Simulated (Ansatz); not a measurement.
Here is the system:

MnGe:
```
MnGe
1.0
    4.68277     0.00000     0.00000
    0.00000     4.68277     0.00000
    0.00000     0.00000     4.68277
Mn Ge
4 4
Direct
  0.63747   0.13747   0.36253
  0.86253   0.86253   0.86253
  0.13747   0.36253   0.63747
  0.36253   0.63747   0.13747
  0.34322   0.84322   0.65678
  0.15678   0.15678   0.15678
  0.84322   0.65678   0.34322
  0.65678   0.34322   0.84322
```
The run is spin-polarised; directions of the spins, atom by atom: ↑ ↑ ↑ ↑ 0 0 0 0.

This is the PBEsol-relaxed structure.

Q: All from plane-wave PAW PBEsol (Ansatz code), unless another level is named. Give the electronic character.

A: metallic (no gap).

Q: Next, the density of states at the Fermi level?

A: 0.65 states/eV per atom (mean over ±0.08 eV).

Q: Predict the formation energy from the elements (no fitted shifts).

A: -14 kJ/mol of atoms.

Space group P2_13. The workflow started from a Materials Project entry (that database holds measured and hypothetical structures alike); the Crystallography Open Database copy checked does not list it. Its standing as an ambient phase is unchecked. Symmetry was held in the PBEsol relaxation; its stability against distortions is not shown here. Magnetic state: ferromagnetic, chosen from 4 collinear starts compared on coarse meshes (ties went to the first, and starts can fall back to one state), not a proven ground state. The references are the lowest solids computed at this level, not always the standard phases. Spin–orbit coupling is left out wherever it is not named.

Potentials: the later of the program's two PAW sets.
